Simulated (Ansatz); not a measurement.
An Ansatz (a program for electronic structure) input:

Ansatz 0.2 input:
```yaml
crystal:
  lattice:
    - [6.8032430634, 3.927854214, 4.9413199879]
    - [-6.8032430634, 3.927854214, 4.9413199879]
    - [0.0, -7.855708428, 4.9413199879]
  atoms:
    - { symbol: Si, position: [0.3330875449, 0.1046361944, 0.87575176] }
    - { symbol: Si, position: [0.6669124551, 0.8953638056, 0.12424824] }
    - { symbol: Si, position: [0.87575176, 0.3330875449, 0.1046361944] }
    - { symbol: Si, position: [0.12424824, 0.6669124551, 0.8953638056] }
    - { symbol: Si, position: [0.1046361944, 0.87575176, 0.3330875449] }
    - { symbol: Si, position: [0.8953638056, 0.12424824, 0.6669124551] }
    - { symbol: Si, position: [0.12424824, 0.8953638056, 0.6669124551] }
    - { symbol: Si, position: [0.87575176, 0.1046361944, 0.3330875449] }
    - { symbol: Si, position: [0.8953638056, 0.6669124551, 0.12424824] }
    - { symbol: Si, position: [0.1046361944, 0.3330875449, 0.87575176] }
    - { symbol: Si, position: [0.6669124551, 0.12424824, 0.8953638056] }
    - { symbol: Si, position: [0.3330875449, 0.87575176, 0.1046361944] }
    - { symbol: O, position: [0.2621102121, 0.0, 0.7378897879] }
    - { symbol: O, position: [0.7378897879, 0.0, 0.2621102121] }
    - { symbol: O, position: [0.7378897879, 0.2621102121, 0.0] }
    - { symbol: O, position: [0.2621102121, 0.7378897879, 0.0] }
    - { symbol: O, position: [0.0, 0.7378897879, 0.2621102121] }
    - { symbol: O, position: [0.0, 0.2621102121, 0.7378897879] }
    - { symbol: O, position: [0.679132975, 0.9776684838, 0.9776684838] }
    - { symbol: O, position: [0.320867025, 0.0223315162, 0.0223315162] }
    - { symbol: O, position: [0.9776684838, 0.679132975, 0.9776684838] }
    - { symbol: O, position: [0.0223315162, 0.320867025, 0.0223315162] }
    - { symbol: O, position: [0.9776684838, 0.9776684838, 0.679132975] }
    - { symbol: O, position: [0.0223315162, 0.0223315162, 0.320867025] }
    - { symbol: O, position: [0.2503221596, 0.8910459422, 0.2503221596] }
    - { symbol: O, position: [0.7496778404, 0.1089540578, 0.7496778404] }
    - { symbol: O, position: [0.2503221596, 0.2503221596, 0.8910459422] }
    - { symbol: O, position: [0.7496778404, 0.7496778404, 0.1089540578] }
    - { symbol: O, position: [0.8910459422, 0.2503221596, 0.2503221596] }
    - { symbol: O, position: [0.1089540578, 0.7496778404, 0.7496778404] }
    - { symbol: O, position: [0.5, 0.8519147955, 0.1480852045] }
    - { symbol: O, position: [0.5, 0.1480852045, 0.8519147955] }
    - { symbol: O, position: [0.1480852045, 0.5, 0.8519147955] }
    - { symbol: O, position: [0.8519147955, 0.5, 0.1480852045] }
    - { symbol: O, position: [0.8519147955, 0.1480852045, 0.5] }
    - { symbol: O, position: [0.1480852045, 0.8519147955, 0.5] }
kpoints:
  mp_grid: { grid: [2, 2, 2] }
hamiltonian:
  xc: hse06
  pseudopotentials: { azcp: { folder: ./paw }, kind: paw }
scf:
  n_extra_bands: 36
  occupations: { method: fixed }
output:
  eigenvalues: true
  eigenstates:
    e_range: [-9.0, 17.9]
    kpoints:
      - [0.5, 0.5, 0.5]  # VBM
      - [0.0, 0.0, 0.0]  # CBM
      - [0.0, 0.0, 0.0]  # GAMMA
      - [0.5, -0.5, 0.5]  # T
      - [0.4304358086, -0.5695641914, 0.4304358086]  # P_0
      - [0.4304358086, 0.4304358086, 0.4304358086]  # P_2
      - [0.5, 0.0, 0.0]  # L
      - [0.5, -0.5, 0.0]  # F
```

### Question
How many symmetry operations and irreducible k-points will the run report?

### Answer
12 operations, 4 of 8 k-points.

### Question
With a cutoff of 420 eV, how many plane waves at Γ?

### Answer
15521.

It took roughly 30 core-minutes on shared server cores.

The points marked VBM and CBM come from a semilocal run.

Space group R-3m. The first step of the workflow began from a Materials Project structure, measured or hypothetical; the Crystallography Open Database copy checked does not list it. It is not the phase usual at ambient conditions (space group No. 92, 152, 154). Symmetry was held in the r²SCAN relaxation; whether a distortion lowers the energy is not shown.

Potentials: the earlier of the program's two PAW sets.

Ansatz is a plane-wave DFT program.
